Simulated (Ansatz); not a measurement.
The following input was run with Ansatz 0.2.0.

```yaml
crystal:
  lattice:
    - [4.5852739498, 0.0, 0.0]
    - [0.0, 4.5852739498, 0.0]
    - [0.0, 0.0, 4.5852739498]
  atoms:
    - { symbol: Sc, position: [0.0, 0.5, 0.5] }
    - { symbol: Sc, position: [0.5, 0.0, 0.5] }
    - { symbol: Sc, position: [0.5, 0.5, 0.0] }
    - { symbol: Tl, position: [0.0, 0.0, 0.0] }
    - { symbol: B, position: [0.5, 0.5, 0.5] }
basis:
  ecutwfc: 420
kpoints:
  mp_grid: { grid: [8, 8, 8] }
hamiltonian:
  xc: pbesol
scf:
  occupations: { method: gaussian, width: 0.1 }
output:
  forces: true
  stress: true
  eigenvalues: true
```

Command:
```bash
ansatz run input.yaml --threads 1 --pin off --max-ram 2560MiB --backend cpu --events-out ev --progress --plain --runs-dir out
```

Method: DFT PBEsol, scalar-relativistic, plane waves, PAW (Ansatz 0.2.0).

Part of what the program printed, abridged (final results; tables in files aren't shown):

```
SCF 1 converged in 6 iterations: F = -17784.394838 eV  dr2 = 6.25e-8
SCF converged after 6 iterations
Free energy (F): -17784.394838 eV
Harris-Foulkes:  -17784.394838 eV  (|F-HF|=3.69e-8)
Internal energy: -17784.372410 eV  (E = F + TS)
E sigma→0 (E₀):  -17784.383624 eV
Entropy (-TS):   -0.022429 eV (-4.486 meV/atom)
Fermi energy:    10.451168 eV
--- Per-component energies (eV) ---
  E_band       = -411.995233
  E_kinetic    = 1170.419982
  E_local      = -3203.030133  (includes V_loc(G=0)·N_el)
  E_nonlocal   = 580.481578
  E_hartree    = 1118.219045
  E_xc         = -572.720726
  E_vxc        = -569.012095  (∫ρ·V_xc dr)
  E_paw        = -12891.057153  (= ΣΔE_a)
  E_vpaw       = -627.299925  (= ΣTr[D̂ρ^β])
  E_aug_tail   = 0.000063  (compensation charges beyond the density's cutoff)
  E_ewald      = -3987.125117
  E_core_change = 0.440051  (= ΣΔE_core)
  E_smearing   = -0.022429  (= −TS)
--- Forces (eV/Å), atoms counted from 1 ---
  atom   1  Sc     0.00000000     0.00000000     0.00000000
  atom   2  Sc     0.00000000     0.00000000     0.00000000
  atom   3  Sc     0.00000000     0.00000000     0.00000000
  atom   4  Tl     0.00000000     0.00000000     0.00000000
  atom   5  B      0.00000000     0.00000000     0.00000000
--- Stress (GPa, compression-positive) ---
        2.686496       0.000000       0.000000
        0.000000       2.686496       0.000000
        0.000000       0.000000       2.686496
  P = ⅓ Tr σ = 2.6865 GPa (26.865 kbar)
--- Band table (eV; the first three rows and the last of 35) ---
  k-point 0: bands = ["-38.1445", "-38.0742", "-38.0742", "-17.0225", "-17.0225", "-17.0225", "-16.8849", "-16.8849", "-16.8849", "-16.6553", "-16.6553", "-16.6553", "-0.1639", "-0.1639", "-0.1280", "-0.1280", "-0.1280", "2.5564", "4.7297", "10.3865", "10.3865", "10.3865", "10.6571", "10.6571", "10.8608", "10.8608", "10.8608", "13.4829", "13.4829", "13.4829"]
  k-point 1: bands = ["-38.1422", "-38.0766", "-38.0742", "-17.0162", "-17.0162", "-17.0139", "-16.8870", "-16.8870", "-16.8857", "-16.6662", "-16.6598", "-16.6598", "-0.1604", "-0.1528", "-0.1272", "-0.1259", "-0.1259", "2.6732", "4.7594", "9.6820", "10.3443", "10.3443", "10.7627", "10.7794", "10.7794", "10.8888", "10.9840", "12.8438", "13.3544", "13.3544"]
  k-point 2: bands = ["-38.1356", "-38.0832", "-38.0741", "-16.9991", "-16.9991", "-16.9906", "-16.8936", "-16.8936", "-16.8879", "-16.6950", "-16.6709", "-16.6709", "-0.1520", "-0.1261", "-0.1254", "-0.1207", "-0.1207", "3.0114", "4.7813", "8.8421", "10.2594", "10.2594", "10.5834", "10.5834", "10.6623", "10.9618", "11.0601", "12.2404", "13.2515", "13.2839"]
  k-point 34: bands = ["-38.0974", "-38.0974", "-38.0974", "-17.0516", "-17.0431", "-17.0431", "-17.0431", "-16.7876", "-16.7876", "-16.7876", "-16.5868", "-16.5868", "-0.1634", "-0.1634", "-0.1634", "-0.0502", "-0.0502", "4.7027", "6.1874", "7.9026", "7.9026", "7.9026", "9.7680", "9.7680", "9.7680", "12.4254", "12.4254", "12.4254", "12.5393", "12.5393"]
```

Self-consistency was reached.

It took 5.9 s on 1 thread of Arm Neoverse V1, with other jobs on the host, peak memory 0.39 GiB.

Spin–orbit coupling is left out, which can shift energies with elements as heavy as these.